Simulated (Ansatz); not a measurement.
The elements of this relaxed trial crystal are hidden behind letters.

```
lattice vectors (Å)
  -1.9526    1.9526    8.4048
   1.9526   -1.9526    8.4048
   1.9526    1.9526   -8.4048
fractional positions
X 0.0000 0.0000 0.0000
Z 0.6614 0.6614 0.0000
Z 0.3386 0.3386 0.0000
Q 0.4281 0.9281 0.5000
Q 0.0719 0.5719 0.5000
Q 0.7500 0.2500 0.5000
```

Method: DFT PBE, scalar-relativistic, plane waves, PAW in Ansatz. Settings of the last relaxation (6-atom cell): 420 eV, 10×10×10 k points, Gaussian smearing of 0.02 eV, no spin polarisation.

```
Space group                                 : I-4m2 (No. 119)
Conventional cell                           : a = 3.905 Å, c = 16.810 Å
Volume per atom                             : 21.36 Å³
Density                                     : 4.88 g/cm³
Energy over the elements                    : −0.713 eV/atom
Gap on the 10×10×10 mesh of the 6-atom cell : 1.83 eV
```

Energies are uncorrected and count from the elements' standard states at the same level.

Question: X is an s-block element of period 2, Z is a d-block element of period 4 and Q is a p-block element of period 4. Which elements are they?

Answer: X = Be, Z = Zn, Q = Se, so the formula is BeZn2Se3. Density times volume gives a mean mass of 4.88 × 21.36/1.6605 = 62.8 u per atom, and this set has 62.8 u. Be has 4 Se at 2.30 Å; Zn has 4 Se at 2.46 Å; Se on a site of symmetry 2mm is surrounded by 2 Be at 2.30 Å and 2 Zn at 2.46 Å; 1 more site not described. Other sets within the hints have nearly the same mass, so mass alone doesn't settle it; this one was computed.

Kohn–Sham gaps at this level usually fall short of measured ones. Symmetry constrained the relaxation, so the result can be a saddle point.
